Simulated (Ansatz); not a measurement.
**MoN2 (P4/mbm), a sublattice moved along a line**

Computed with DFT PBEsol, scalar-relativistic, plane waves, PAW in Ansatz. The runs took a 420 eV cutoff, a Γ-centred 12×12×18 mesh and Gaussian smearing (0.15 eV). No spin polarisation. Energies are free energies at this smearing, counted from the undisturbed cell; pressure is positive in compression.

Zero of the scan (relaxed at this level; with this scan's settings it stands at 0.1 GPa; it needn't be the usual structure):

```yaml
crystal:
  lattice:
    - [4.28665, 0.00000, 0.00000]
    - [0.00000, 4.28665, 0.00000]
    - [0.00000, 0.00000, 2.72843]
  atoms:
    - { symbol: Mo, position: [0.50000, 0.50000, 0.00000] }
    - { symbol: Mo, position: [0.00000, 0.00000, 0.00000] }
    - { symbol: N, position: [0.88730, 0.38730, 0.50000] }
    - { symbol: N, position: [0.11270, 0.61270, 0.50000] }
    - { symbol: N, position: [0.38730, 0.11270, 0.50000] }
    - { symbol: N, position: [0.61270, 0.88730, 0.50000] }
```

Every N atom is moved by x along the Cartesian unit vector (0.000, 0.000, 1.000); the cell and all other atoms stay fixed. The cell is metallic on the mesh throughout.

```csv
x (Å),ΔE (meV/cell)
-0.5000,2365.1
-0.2500,448.4
0.0000,0.0
0.1250,88.3
0.1875,224.2
0.3125,772.2
0.3750,1201.1
0.4375,1732.7
```

**Question.** Predict the pressure (GPa) at each point.

**Answer.**
```
  x (Å) pressure (GPa)
-0.5000            43.7
-0.2500            11.3
 0.0000             0.1
 0.1250             2.9
 0.1875             6.4
 0.3125            17.6
 0.3750            25.1
 0.4375            33.9
```

Cost: 8 runs of about 5.6 core-minutes in all, on Arm Neoverse V1 (shared hosts).